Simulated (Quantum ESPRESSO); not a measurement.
## Kohn-Sham bands of Ta₂C (P-3m1)

```
CELL_PARAMETERS angstrom
      3.11489     0.00000     0.00000
     -1.55745     2.69757     0.00000
      0.00000     0.00000     4.93930
ATOMIC_POSITIONS crystal
  Ta 0.33333 0.66667 0.25390
  Ta 0.66667 0.33333 0.74610
  C  0.00000 0.00000 0.00000
```

Structure: Materials Project mp-7088, symmetrised, not relaxed again. COD (Crystallography Open Database) has an entry of this formula and space group (matched by these alone). Method: LDA plane waves in Quantum ESPRESSO 7.5 (PseudoDojo norm-conserving files, 66 Ry, no spin polarisation, no spin-orbit coupling), Bloch states on a 6×6×4 mesh through Γ, Wannier90 4.0.1. Density: 12×12×6 mesh, cold smearing 0.01 Ry. Spin-orbit coupling is left out although heavy elements are present.

Question: List the Kohn-Sham levels between −8 and 3.0 eV relative to the Fermi level at the high-symmetry points, as a band run of pw.x on that density gives them (levels within 2 meV counted together).

Answer: 
```json
[
 {"point": "Γ", "k (reciprocal lattice)": "0.000 0.000 0.000", "levels (eV)": "-6.78, -3.56 (×2), -2.98, -0.02, 0.46 (×2), 1.05 (×2), 2.23 (×2), 2.75"},
 {"point": "M", "k (reciprocal lattice)": "0.500 0.000 0.000", "levels (eV)": "-6.70, -4.31, -3.98, -3.70, -1.80, -0.27"},
 {"point": "K", "k (reciprocal lattice)": "0.333 0.333 0.000", "levels (eV)": "-5.28 (×2), -3.83, -2.54, -1.80 (×2), 2.46 (×2)"},
 {"point": "A", "k (reciprocal lattice)": "0.000 0.000 0.500", "levels (eV)": "-7.61, -3.81 (×2), -1.85, -1.51, -0.34 (×2), 2.90 (×2)"},
 {"point": "L", "k (reciprocal lattice)": "0.500 0.000 0.500", "levels (eV)": "-6.71, -4.59, -3.54, -2.48, -1.16, -1.02, 1.42, 1.42"},
 {"point": "H", "k (reciprocal lattice)": "0.333 0.333 0.500", "levels (eV)": "-5.70 (×2), -4.11, -1.59, -1.14 (×2), 1.27, 2.34 (×2)"}
]
```
